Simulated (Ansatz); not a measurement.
## BiTe: Bi-209 NMR of the central transition

Cell: a structure deposited in the COD whose atoms were relaxed with PBE, the cell held.

```cif
data_BiTe
_symmetry_space_group_name_H-M 'P-3m1'
_symmetry_Int_Tables_number 164
_cell_length_a 4.4220
_cell_length_b 4.4220
_cell_length_c 24.0500
_cell_angle_alpha 90.000
_cell_angle_beta 90.000
_cell_angle_gamma 120.000
loop_
_atom_site_label
_atom_site_type_symbol
_atom_site_symmetry_multiplicity
_atom_site_Wyckoff_symbol
_atom_site_fract_x
_atom_site_fract_y
_atom_site_fract_z
Bi1 Bi 2 c 0.0000 0.0000 0.1248
Bi3 Bi 2 d 0.3333 0.6667 0.2916
Bi5 Bi 2 d 0.6667 0.3333 0.4650
Te7 Te 2 d 0.3333 0.6667 0.0536
Te9 Te 2 d 0.6667 0.3333 0.2087
Te11 Te 2 c 0.0000 0.0000 0.3636
```

One atom of each set is listed.

The numbers come from a DFT calculation in Ansatz (r2SCAN, plane waves and PAW, scalar-relativistic, 500 eV cutoff, Γ-centred 11×11×2 k-points, Fermi–Dirac smearing 0.05 eV).

Bi-209 has I = 9/2 and Q = -516.0 mb (Pyykkö 2018); at 16.4 T its Larmor frequency is ν₀ = 114.2 MHz (from the bare nuclear moment; shielding lowers the observed one by a per cent or two). Only the quadrupole interaction is simulated: positions count from each site's isotropic chemical shift, and shift anisotropy, dipolar and J coupling are left out.

(1) Give C_Q, η, the quadrupolar product P_Q = |C_Q|(1 + η²/3)^½, the second-order isotropic shift and the breadth of the pattern (static powder) for each Bi site.

## Answers

(1) 

```
site                     first shell  C_Q (MHz)     η  P_Q (MHz)  δ_QIS (ppm)  breadth (kHz)
 Bi1             6 Te at 3.07–3.25 Å      -16.8  0.00       16.8        -30.2           18.0
 Bi3             6 Te at 3.08–3.24 Å      -40.9  0.00       40.9         -178            106
 Bi5  3 Bi at 3.06 Å, 3 Te at 3.53 Å      -55.8  0.00       55.8         -332            197
```

δ_QIS = −(ν_Q²/30ν₀²)[I(I+1) − 3/4](1 + η²/3) × 10⁶ ppm with ν_Q = 3|C_Q|/[2I(2I−1)]; it falls as 1/B₀² in ppm, and the breadth as 1/B₀ in kHz.

An axis of threefold or higher order runs through Bi1, Bi3 and Bi5, so V_zz lies along it and η is zero.

The largest force is 0.3 eV/Å, so the atoms aren't at the calculated equilibrium and relaxing them would move these values. Spin–orbit coupling is left out, which shifts gradients on Bi by a few per cent in wide-gap crystals, and can shift them far more where the calculated gap is small or absent, as here. Newer work puts Q(²⁰⁹Bi) near −420 mb, which would lower these couplings by about a fifth. With a gap of 0.11 eV under a smearing of 0.05 eV the band edges are partly filled, so small gradients can hang on the smearing and the k-mesh.
